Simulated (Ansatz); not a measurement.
Given:

RuS2:
Space group Pa-3 (No. 205); a = b = c = 5.5498 Å, α = β = γ = 90.00°

| atom | site | symmetry | x | y | z |
|---|---|---|---|---|---|
| Ru | 4a | .-3. | 0.0000 | 0.0000 | 0.0000 |
| S | 8c | .3. | 0.3861 | 0.3861 | 0.3861 |

This is the LDA-relaxed structure.

Q: All from DFT-LDA in the program Ansatz with PAW potentials, unless another level is named. Predict the vibrational entropy at 300 K.

A: 18.4 J/(K·mol of atoms).

Q: Predict the Hill bulk and shear moduli.

A: 208 and 138 GPa.

Symmetry was held in the LDA relaxation. No spin polarisation was allowed.

Potentials: the later of the program's two PAW sets.
